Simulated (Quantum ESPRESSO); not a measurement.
ZnAl3SAs3, convergence and cost over cutoff and k mesh

Computed values, not a measurement. The program is pw.x of Quantum ESPRESSO 7.5 (plane-wave density functional theory). The cell is made up: 8 atoms on a zincblende/diamond lattice, with randomly drawn elements, strain and displacements, not relaxed. PseudoDojo standard norm-conserving files (v0.5 for PBE, v0.4.1 for LDA and PBEsol) set the functional; there is no spin polarisation, spin-orbit coupling or dispersion term, and the masses in the input are unused placeholders.

Input of the run in row 2:

```
&control calculation='scf', pseudo_dir='./dojo.nc.sr.pbe.v0_5.standard.upf', outdir='./o', disk_io='medium', tprnfor=.true., tstress=.true. /
&system ibrav=0, nat=8, ntyp=4, nbnd=46, ecutwfc=84.00895049, nosym=.true., tot_charge=0,
 occupations='smearing', smearing='fd', degauss=0.0018374661
/
&electrons conv_thr=7.350e-09, electron_maxstep=60, /
ATOMIC_SPECIES
Al 1.0 Al.upf
As 1.0 As.upf
S 1.0 S.upf
Zn 1.0 Zn.upf
CELL_PARAMETERS angstrom
5.7694 0.0 0.0
0.0 5.7694 0.0
0.0 0.0 5.7694
ATOMIC_POSITIONS angstrom
Zn -0.0333 -0.0055 0.0086
Al -0.0244 2.8216 2.8013
Al 2.9661 0.0508 2.794
Al 2.9597 2.9005 0.1092
S 1.5255 1.4599 1.4423
As 1.4171 4.2964 4.3508
As 4.3517 1.4042 4.2912
As 4.3404 4.2951 1.4315
K_POINTS automatic
4 4 4 1 1 1
```

The same cell was run at these settings. Meshes are shifted by half a step, and differences are from the last row, which is itself not exact.

| cutoff (eV) | k mesh | k points solved | threshold (eV) | free energy less the last row's (eV) | pressure (GPa) | largest stress difference (GPa) | largest force difference (eV/Å) | iterations | wall time (s) | k-point pools | processor |
| --- | --- | --- | --- | --- | --- | --- | --- | --- | --- | --- | --- |
| 800 | 2 x 2 x 2 | 4 | 1e-04 | 8.911 | -67.15 | 64.14 | 0.084 | 7 | 48 | 1 | AMD EPYC, Zen 5 class |
| 1143 | 4 x 4 x 4 | 32 | 1e-07 | 0.007 | -3.05 | 0.00 | 0.002 | 11 | 567 | 1 | AMD EPYC, Zen 5 class |
| 1437 | 6 x 6 x 6 | 108 | 1e-07 | 0.000 | -3.05 | 0.00 | 0.000 | 11 | 3605 | 1 | AMD EPYC, Zen 5 class |

Each pool is one process. Wall times include start-up and a band step at six k points, which weighs most on the coarsest meshes. The runs were on shared virtual cores whose load varied, so times are rough.